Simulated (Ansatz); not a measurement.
Relaxation of a relaxed Bi cell with every coordinate shifted by Gaussian noise of σ = 0.2 Å; 2 atoms in the cell, which starts as C2/m (No. 12), mS4; a = 7.838 Å, b = 4.526 Å, c = 4.680 Å, α = 90.00°, β = 123.94°, γ = 90.00°. Calculation: PBEsol (plane waves to 420 eV, PAW, scalar-relativistic; Ansatz, a quantum-chemistry and plane-wave program). Γ-centred k-mesh 9×9×9 on the run's cell (coarser than for final values), Fermi–Dirac smearing 0.05 eV. This is the first round of the run. 

The optimiser's lines from the output (shortened; P is positive under compression):

```
relax step   1: F+E_penalty+E_count = -24488.89619862 eV  Δ(F+E_penalty+E_count) = +0.000e0 eV  max|allowed force component| = 2.834e-1 eV/Å  Δτ_max = 0.0000 Å  P = -1.202 GPa  Ω = 68.866 Å³  (7 SCF iters, dr2 threshold 1.00e-7 eV, accepted)
relax step   2: F+E_penalty+E_count = -24488.92503307 eV  Δ(F+E_penalty+E_count) = -2.883e-2 eV  max|allowed force component| = 1.132e-1 eV/Å  Δτ_max = 0.0483 Å  P = +1.113 GPa  Ω = 66.553 Å³  (6 SCF iters, dr2 threshold 2.00e-7 eV, accepted)
relax step   3: F+E_penalty+E_count = -24488.93453506 eV  Δ(F+E_penalty+E_count) = -9.502e-3 eV  max|allowed force component| = 1.290e-2 eV/Å  Δτ_max = 0.0261 Å  P = +0.628 GPa  Ω = 67.581 Å³  (5 SCF iters, dr2 threshold 2.00e-7 eV, accepted)
relax step   4: F+E_penalty+E_count = -24488.93803029 eV  Δ(F+E_penalty+E_count) = -3.495e-3 eV  max|allowed force component| = 3.623e-2 eV/Å  Δτ_max = 0.0084 Å  P = -0.104 GPa  Ω = 68.737 Å³  (5 SCF iters, dr2 threshold 2.00e-7 eV, accepted)
relax step   5: F+E_penalty+E_count = -24488.93895690 eV  Δ(F+E_penalty+E_count) = -9.266e-4 eV  max|allowed force component| = 1.236e-2 eV/Å  Δτ_max = 0.0098 Å  P = -0.038 GPa  Ω = 68.905 Å³  (4 SCF iters, dr2 threshold 1.88e-7 eV, accepted)
relax step   6: F+E_penalty+E_count = -24488.94071042 eV  Δ(F+E_penalty+E_count) = -1.754e-3 eV  max|allowed force component| = 4.262e-3 eV/Å  Δτ_max = 0.0506 Å  P = -0.002 GPa  Ω = 68.947 Å³  (6 SCF iters, dr2 threshold 3.94e-8 eV, accepted)
relax step   7: F+E_penalty+E_count = -24488.94077152 eV  Δ(F+E_penalty+E_count) = -6.110e-5 eV  max|allowed force component| = 6.765e-4 eV/Å  Δτ_max = 0.0035 Å  P = -0.005 GPa  Ω = 68.906 Å³  (5 SCF iters, dr2 threshold 8.03e-9 eV, accepted)
relax step   8: F+E_penalty+E_count = -24488.94077270 eV  Δ(F+E_penalty+E_count) = -1.187e-6 eV  max|allowed force component| = 4.957e-3 eV/Å  Δτ_max = 0.0055 Å  P = +0.020 GPa  Ω = 68.878 Å³  (6 SCF iters, dr2 threshold 1.03e-9 eV, rejected (line search))
relax step   9: F+E_penalty+E_count = -24488.94077891 eV  Δ(F+E_penalty+E_count) = -7.396e-6 eV  max|allowed force component| = 2.553e-3 eV/Å  Δτ_max = 0.0020 Å  P = -0.005 GPa  Ω = 68.887 Å³  (8 SCF iters, accepted)
relax step  10: F+E_penalty+E_count = -24488.94078081 eV  Δ(F+E_penalty+E_count) = -1.892e-6 eV  max|allowed force component| = 2.553e-3 eV/Å  Δτ_max = 0.0000 Å  P = -0.005 GPa  Ω = 68.887 Å³  stress off target by 1.94e-2 GPa  SCF on the basis re-selected at this cell (its energy is not comparable with the rows above)  (4 SCF iters)
```

From the first to the last row the energy changes by -0.02 eV/atom and the volume by 0.0 %. The last row is marked as not comparable with the walk above it, whose basis was carried along; it does compare with step 1, since both stand on a basis selected at the nominal cutoff for their own cell.

Step 8 was rejected by the optimiser.

Later rounds, restarted from the end of this one on a renewed k-mesh, logged 2 more steps and released under 0.01 eV/atom more. The final structure after all rounds: R-3m, hexagonal axes (No. 166), hR2, AFLOW prototype A_hR2_166_c (A7, as in As); a = 4.5263 Å, b = 4.5263 Å, c = 11.6469 Å, α = 90.00°, β = 90.00°, γ = 120.00°. Between re-selections the logged energies stand on a plane-wave basis carried along with the cell. No spin polarisation in the result.

The run could not lose the symmetry of its start.
